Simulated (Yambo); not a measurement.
Material: SrTiO$_{3}$ (space group I4/mcm, No. 140); a = b = c = 5.534 Å, α = β = 120.03°, γ = 89.95° (10 atoms in the cell). The geometry is that of Materials Project entry mp-551830, symmetrised and not relaxed again.

With LDA (Quantum ESPRESSO, PseudoDojo norm-conserving, 84 Ry, no spin-orbit coupling), the gap between the mesh's edge points (Γ → Γ) is 1.815 eV.

**Question.** What does a G0W0 run in Yambo give for it (4×4×4 Γ-centred k mesh, bands 3 to 148 and a 6 Ry block in the screening, 148 bands in G with the Bruneval-Gonze terminator, plasmon pole fitted at 27.2 eV)?

**Answer.** The correction is 1.715 eV, giving 3.531 eV, 1.9 times the LDA value.  Nearest settings tried, and what they do to the gap: 70 bands in W, 70 bands in G: +134 meV; 2 Ry block (59 vectors against 197): +451 meV. Not varied: mesh. So the settings aren't converged at that level. 

This is not the ordinary phase of the substance.
